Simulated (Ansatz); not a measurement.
**Question.** MoS2 in space group P6_3/mmc (No. 194; Mo on 2b, S on 4f) is relaxed with PBE+D3(BJ) (plane waves, PAW; program Ansatz). What lattice parameters of the conventional cell result?

**Answer.** a = 3.156 Å, c = 12.126 Å.

**Question.** Give the free coordinates with the occupied sites.

**Answer.** In one choice of origin and axes:

| atom | site | symmetry | x | y | z |
|---|---|---|---|---|---|
| Mo | 2b | -6m2 | 0.0000 | 0.0000 | 0.2500 |
| S | 4f | 3m. | 0.3333 | 0.6667 | 0.1212 |

**Question.** Is it a metal or does it have a gap at this level?

**Answer.** A gap of 0.82 eV, indirect.

The workflow started from a Materials Project entry (that database holds measured and hypothetical structures alike). Its sites differ from those of the usual phase in this space group: another stacking or structure type. The cell was relaxed with PBE+D3(BJ) under the symmetry of its start; its stability against distortions is not shown here. The run is not spin-polarised. Scalar-relativistic: spin–orbit coupling is off unless named, which matters more the heavier the elements.

Potentials: the later of the program's two PAW sets.
